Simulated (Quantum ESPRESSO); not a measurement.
```
AgI
1.0
    0.00000     3.17211     3.17211
    3.17211     0.00000     3.17211
    3.17211     3.17211     0.00000
Ag I
1 1
Direct
  0.00000   0.00000   0.00000
  0.25000   0.25000   0.25000
```

Cell and atoms were relaxed with LDA from Materials Project entry mp-22925, within its symmetry.

What does LDA (pw.x of Quantum ESPRESSO, ONCV potentials, without SOC) give for the electronic structure near the Fermi level?

The LDA gap is direct, 1.05 eV at Γ. Spin-orbit coupling is left out, which matters for elements this heavy: edges can move by tenths of an eV.
